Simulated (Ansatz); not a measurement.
TiNi:
```
CELL_PARAMETERS angstrom
      1.45168    -4.68571     0.00000
      1.45168     4.68571     0.00000
      0.00000     0.00000     3.97483
ATOMIC_POSITIONS crystal
  Ti 0.85777 0.14223 0.75000
  Ti 0.14223 0.85777 0.25000
  Ni 0.58524 0.41476 0.75000
  Ni 0.41476 0.58524 0.25000
```

Relaxed with r²SCAN. Special points in fractions of this cell's reciprocal vectors: Γ (0.000, 0.000, 0.000); Y (-0.500, 0.500, 0.000); C0 (-0.274, 0.726, 0.000); Σ0 (0.274, 0.274, 0.000); Z (0.000, 0.000, 0.500); A0 (0.274, 0.274, 0.500); E0 (-0.274, 0.726, 0.500); T (-0.500, 0.500, 0.500); S (0.000, 0.500, 0.000); R (0.000, 0.500, 0.500).

Question: List the band energies nearest the Fermi level at these points for r²SCAN in the plane-wave PAW code Ansatz.

Answer: In eV from the Fermi level; about four levels below and three above (degenerate sets whole), none deeper than 8.9 eV; points with the same levels are listed once.

```json
[
 {"k": "Γ", "below": "-1.97 -1.80 -1.69 -0.77", "above": "0.29 0.62 0.72"},
 {"k": "Y", "below": "-2.13 -1.91 -1.88 -0.82", "above": "0.14 0.27 0.92"},
 {"k": "C0", "below": "-1.66 -1.47 -1.05 -0.43", "above": "0.38 0.49 0.86"},
 {"k": "Z", "below": "-1.76 -1.76 -0.82 -0.82", "above": "0.55 0.55 1.24 1.24"},
 {"k": "A0", "below": "-1.05 -1.05 -0.52 -0.52", "above": "0.51 0.51 0.78 0.78"},
 {"k": "T", "below": "-1.85 -1.85 -1.35 -1.35", "above": "0.54 0.54 1.50 1.50"},
 {"k": "S", "below": "-1.42 -1.39 -1.06 -0.54", "above": "0.31 0.61 0.77"},
 {"k": "R", "below": "-0.87 -0.87 -0.43 -0.43", "above": "0.03 0.03 0.77 0.77"}
]
```

Space group Cmcm. The start of the workflow was typed in or built on a structure type; neither database checked (COD, Materials Project) lists it. COD files the formula under space group No. 11, 147. Its standing as an ambient phase is unchecked. The cell was relaxed with r²SCAN under the symmetry of its start; its stability against distortions is not shown here. The workflow began spin-polarised and lost its moments.

Potentials: the later of the program's two PAW sets.
